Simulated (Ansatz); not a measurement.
**What a trial cell of La2AlF relaxes into**

Computed with DFT PBE, scalar-relativistic, plane waves, PAW (Ansatz). Cutoff 420 eV, Gaussian smearing, Γ-centred meshes. Cell and atoms relax first on a coarse mesh and then on a finer one. In between, the cell is made exact in the group found at 0.06 Å. In metals the finer mesh still leaves noise of several meV/atom or more. The steps can't lower the symmetry of their start. No spin polarisation.

Recipe of this trial structure of La2AlF: random cell by space group and Wyckoff sites (P-3m1, No. 164). Its size is a rough estimate.

```yaml
crystal:
  lattice:
    - [4.00775, 0.00000, 0.00000]
    - [-2.00387, 3.47081, 0.00000]
    - [0.00000, 0.00000, 6.12240]
  atoms:
    - { symbol: La, position: [0.33333, 0.66667, 0.75165] }
    - { symbol: La, position: [0.66667, 0.33333, 0.24835] }
    - { symbol: Al, position: [0.00000, 0.00000, 0.00000] }
    - { symbol: F, position: [0.00000, 0.00000, 0.50000] }
```

The zero of energy is the elements' standard structures at the same level (F₂ as a molecule); no fitted shifts are applied.

Problem. What does it relax into?

Solution. The symmetry stays P-3m1 (No. 164). The volume per atom grows by 14.8 %, from 21.3 to 24.4 Å³. The shortest distance goes from 2.77 Å (La–Al) to 2.79 Å (La–F). The ratio c/a of the conventional cell changes by a factor of 1.42. The energy falls by about 0.56 eV/atom (the start's value is from the coarse mesh). Conventional cell: a = 3.733 Å, c = 8.101 Å. La is surrounded by 3 F at 2.79 Å, 3 Al at 3.14 Å, 6 La at 3.73 Å and 3 La at 4.15 Å; around Al lie 6 La at 3.14 Å, 6 Al at 3.73 Å and 2 F at 4.05 Å; F has 6 La at 2.79 Å, 6 F at 3.73 Å and 2 Al at 4.05 Å.

```cif
data_structure
_symmetry_space_group_name_H-M 'P-3m1'
_symmetry_Int_Tables_number 164
_cell_length_a 3.7329
_cell_length_b 3.7329
_cell_length_c 8.1014
_cell_angle_alpha 90.000
_cell_angle_beta 90.000
_cell_angle_gamma 120.000
_cell_volume 97.77
loop_
_atom_site_label
_atom_site_type_symbol
_atom_site_symmetry_multiplicity
_atom_site_Wyckoff_symbol
_atom_site_fract_x
_atom_site_fract_y
_atom_site_fract_z
_atom_site_occupancy
La1 La 2 d 0.33333 0.66667 0.71884 1
Al1 Al 1 a 0.00000 0.00000 0.00000 1
F1 F 1 b 0.00000 0.00000 0.50000 1
```

Problem. Give its energy and gap.

Solution. The energy over the elements is −1.28 eV/atom and the gap on the 12×12×6 mesh of the 4-atom cell is 0 eV (a metal).

It lies below the elements, which doesn't yet make it stable against other compounds or structures.

The last run used Gaussian smearing of 0.10 eV. A structure relaxed within its symmetry needn't be a true minimum.
